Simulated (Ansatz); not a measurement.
Input:

Generalised stacking fault of HfC (rock salt) on the {110} plane. The cell below holds the perfect crystal with the plane normal along z; tilting its third vector by the shift puts one fault into each cell, between planes 1.64 Å apart, at fixed cell height.

```
HfC
1.0
    3.28914     0.00000     0.00000
    0.00000     4.65154     0.00000
    1.64457     2.32577     4.93371
C Hf
3 3
Direct
  0.00000   0.00000   0.83333
  0.33333   0.33333   0.16667
  0.66667   0.66667   0.50000
  0.00000   0.50000   0.83333
  0.33333   0.83333   0.16667
  0.66667   0.16667   0.50000
```

In-plane vectors a = (3.289, 0.000) Å, b = (0.000, 4.652) Å, area 15.30 Å². The shift is s times the vector a (length 3.289 Å), so s = 1 restores the start. Atoms relax along the normal only. γ = [E(shift) − E(0)] / area.

These are PBE (plane waves to 420 eV, PAW, scalar-relativistic; Ansatz, a first-principles code) values and carry that method's errors. k mesh 12×12×12 (Γ-centred), Fermi-Dirac smearing 0.05 eV. E is the zero-smearing estimate. Some relaxations began with atoms very close together and may have settled on another branch. With partly filled bands, the k mesh leaves noise in γ, roughly 0.02 J/m² as judged from a few cases. Faults lie only 4.9 Å apart, and holding the cell height raises γ above its relaxed value. HfC is run without spin polarisation. HfC was relaxed with its symmetry unable to fall. Spin-orbit coupling is left out, though Hf is heavy. γ is measured from zero shift.

The scan covers s from 0.000 to 0.917 in 12 points.

Task: At which s is γ highest?

Result: s = 0.500.

Task: Does γ have a local minimum between the ends of the line, and at which s?

Result: No computed point is one.

Task: What is the highest γ among twelve even steps of s?

Result: 3.34 J/m².

(The slope of γ gives the shear force per area between the displaced halves; near zero shift its curvature is an elastic stiffness.)
